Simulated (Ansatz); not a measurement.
Polymorphs of CaTiO$_{3}$, each relaxed with DFT-PBEsol in the program Ansatz with PAW potentials:

A: Pnma
a = 5.4376 Å, b = 7.5924 Å, c = 5.3358 Å, α = β = γ = 90.00°

```json
[
 {"atom": "Ca", "site": "4c", "symmetry": ".m.", "x": "0.4558", "y": "0.2500", "z": "0.4905"},
 {"atom": "Ti", "site": "4b", "symmetry": "-1", "x": "0.0000", "y": "0.0000", "z": "0.5000"},
 {"atom": "O", "site": "4c", "symmetry": ".m.", "x": "0.0201", "y": "0.2500", "z": "0.5792"},
 {"atom": "O", "site": "8d", "symmetry": "1", "x": "0.2093", "y": "0.0416", "z": "0.2086"}
]
```

B: R3c
a = 5.3995 Å, b = 5.3995 Å, c = 13.3282 Å, α = 90.00°, β = 90.00°, γ = 120.00°

```tsv
atom	site	symmetry	x	y	z
Ca	6a	3.	0.0000	0.0000	0.2761
Ti	6a	3.	0.0000	0.0000	0.0162
O	18b	1	0.0969	0.3375	0.0860
```

C: R-3c
a = b = 5.4085 Å, c = 13.1294 Å, α = β = 90.00°, γ = 120.00°

```csv
atom,site,symmetry,x,y,z
Ca,6a,32,0.0000,0.0000,0.2500
Ti,6b,-3.,0.0000,0.0000,0.0000
O,18e,.2,0.4291,0.4291,0.2500
```

### Question
Order them by energy per atom at 0 K (lowest first) at the level PBEsol.

### Answer
A (+0 meV/atom), B (+10 meV/atom), C (+15 meV/atom)

### Question
Give each one's gap.

### Answer
A 2.43 eV; B 2.85 eV; C 2.35 eV.

Typed or built starts, not in the databases checked: B; C. Standing as an ambient phase not checked: A. Began spin-polarised and lost the moments: B; C. Unstable at this level: C. All cells were relaxed under the symmetry of their starts (and spin orders); stability against distortions was not tested throughout. Named crystals with no word on spin ran without spin polarisation.

Energies hold the estimated change up to a 700 eV cutoff; steps of a few meV lie near the error of the meshes.

Potentials: the earlier of the program's two PAW sets. The files were generated under PBE; for other functionals the program regenerates the frozen cores, and for LDA and PBEsol the local potential too.
